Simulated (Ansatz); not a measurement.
HgS in space group P3_121 (No. 152; Hg on 3a, S on 3b), DFT-PBEsol in the program Ansatz with PAW potentials, all energies at zero smearing, with the estimated change up to a 700 eV cutoff added, with one set of potentials and settings (totals compare only within such a set). Cell of 6 atoms (3 Hg, 3 S): -43659.136 eV.

```
element             reference phase  E (eV/atom)
-------  --------------------------  -----------
Hg        R-3m, 1 atoms in the cell  -13668.0149
S        Fddd, 32 atoms in the cell    -884.8920
```

Formation energy per atom, worked out: (-43659.136 − 3×(-13668.0149) − 3×(-884.8920))/6 = -0.069 eV/atom (-7 kJ per mol of atoms), at 0 K, without zero-point energy or fitted corrections.

The first step of the workflow began from a Materials Project structure, measured or hypothetical; the Crystallography Open Database files this formula in space group No. 152, but the cells were not matched. Its standing as an ambient phase is unchecked. The PBEsol relaxation kept the symmetry of its start; whether a distortion lowers the energy is not shown. The references are the lowest solids computed at this level, not always the standard phases. Scalar-relativistic: spin–orbit coupling is off unless named, which matters more the heavier the elements.

Potentials: the later of the program's two PAW sets.
